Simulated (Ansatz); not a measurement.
Given:

CoW:
```cif
data_CoW
_chemical_formula_sum 'Co1 W1'
_space_group_name_H-M_alt 'P 1'
_space_group_IT_number 1
_cell_length_a 3.41933
_cell_length_b 3.41933
_cell_length_c 3.41933
_cell_angle_alpha 60.000
_cell_angle_beta 60.000
_cell_angle_gamma 60.000
loop_
_space_group_symop_operation_xyz
  'x, y, z'
loop_
_atom_site_label
_atom_site_type_symbol
_atom_site_fract_x
_atom_site_fract_y
_atom_site_fract_z
_atom_site_occupancy
Co1 Co 0.00000 0.00000 0.00000 1
W1 W 0.50000 0.50000 0.50000 1
```
The run is spin-polarised, in the one order tried: ferromagnetic.

This is the r²SCAN-relaxed structure.

### Question
All from the program Ansatz at the r²SCAN level (PAW), unless another level is named. Estimate the net moment.

### Answer
0.07 μB per atom.

### Question
What about the Bader charges?

### Answer
Co -0.76, W +0.76 e.

Space group Fm-3m (rock salt). The start of the workflow was typed in or built on a structure type; neither database checked (COD, Materials Project) lists it. Its standing as an ambient phase is unchecked. Symmetry was held in the r²SCAN relaxation; whether a distortion lowers the energy is not shown. The final state is ferromagnetic, the only order run, not a proven ground state. Its formation energy is positive at this level, so the cell may be metastable or incomplete. Other orbital occupations within this spin state were not tried. For itinerant 3d metals, meta-GGAs of the SCAN family and hybrids are commonly reported to give too large moments. Scalar-relativistic: spin–orbit coupling is off unless named, which matters more the heavier the elements.

Potentials: the later of the program's two PAW sets.
